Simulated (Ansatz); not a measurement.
InAs:
```xyz
2
Lattice="0.0000 3.0436 3.0436 3.0436 0.0000 3.0436 3.0436 3.0436 0.0000" Properties=species:S:1:pos:R:3 pbc="T T T"
In     1.5218     1.5218     1.5218
As     0.0000     0.0000     0.0000
```

This is the PBEsol-relaxed structure.

All from the program Ansatz at the PBEsol level (PAW), unless another level is named. Give the Young's modulus.

68.9 GPa.

What about the zero-point energy?

26.5 meV/atom.

What about the highest zone-centre frequency?

209 cm^-1.

Space group F-43m (zinc blende). The cell was relaxed with PBEsol under the symmetry of its start. As this level gives no gap, phonon frequencies hold no LO–TO term and depend on the k-mesh and smearing (Fermi–Dirac, 0.1 eV here).

Potentials: the earlier of the program's two PAW sets. The files were generated under PBE; for other functionals the program regenerates the frozen cores, and for LDA and PBEsol the local potential too.
